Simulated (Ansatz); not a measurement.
TiSi in space group Cmmm (No. 65; Ti on 2b, Si on 2d) at seven volumes, DFT-r²SCAN in the program Ansatz with PAW potentials, shape and atoms relaxed at each. One row is withheld.

| V (Å³/atom) | P (GPa) |
|---|---|
| 13.082 | ? |
| 13.514 | 9.68 |
| 13.945 | 4.52 |
| 14.376 | 0.00 |
| 14.808 | -3.65 |
| 15.239 | -6.59 |
| 15.670 | -9.17 |

Question: Fit the shown pressures and predict the withheld one.

Answer: P = (3/2)B₀(x^(7/2) − x^(5/2))[1 + (3/4)(B′ − 4)(x − 1)] with x = (V₀/V)^(2/3). Least squares on the six rows gives V₀ = 14.381 Å³/atom, B₀ = 133 GPa, B′ = 5.14. At V = 13.082, x = 1.0651 and P = 16.07 GPa. The run itself gave 15.84 GPa.

The first step of the workflow began from a Materials Project structure, measured or hypothetical; the Crystallography Open Database copy checked does not list it. COD files the formula under space group No. 25, so this cell is another polymorph or a model. Whether it is the stable phase at ambient conditions was not checked. The r²SCAN relaxation kept the symmetry of its start; of distortions, only those at the zone centre were tested. The run is not spin-polarised.

Potentials: the later of the program's two PAW sets.
